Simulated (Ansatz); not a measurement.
Values for one crystal, relaxed and computed with plane-wave PAW HSE06 (Ansatz code); other levels are named.

```yaml
volume_per_atom: 25.69 Å³
band_gap: 1.44 eV (direct)
Gap with spin–orbit coupling: 1.41 eV (at the special points and the edges found without it)
conduction_band_minimum: at Γ
Pressure derivative B′: 4.5
valence_band_maximum: at Γ
Bulk modulus (Birch–Murnaghan fit): 69.1 GPa
```

### Question
Which of these materials gives this?
A. ZnSnP2, chalcopyrite
B. InP, wurtzite
C. SiC, wurtzite
D. BP, zinc blende

### Answer
B, InP, wurtzite

Space group P6_3mc (wurtzite). A made-up cell: these elements were put on the sites of a structure type; the Crystallography Open Database copy checked does not list it. It is not the phase usual at ambient conditions (space group No. 216). The cell was relaxed with HSE06 under the symmetry of its start; its stability against distortions is not shown here. The hybrid was solved on a coarse mesh, the path and, where they were found, the r²SCAN edge points; its band edges are the extreme levels among these. Spin–orbit coupling is left out wherever it is not named.

Potentials: the later of the program's two PAW sets.
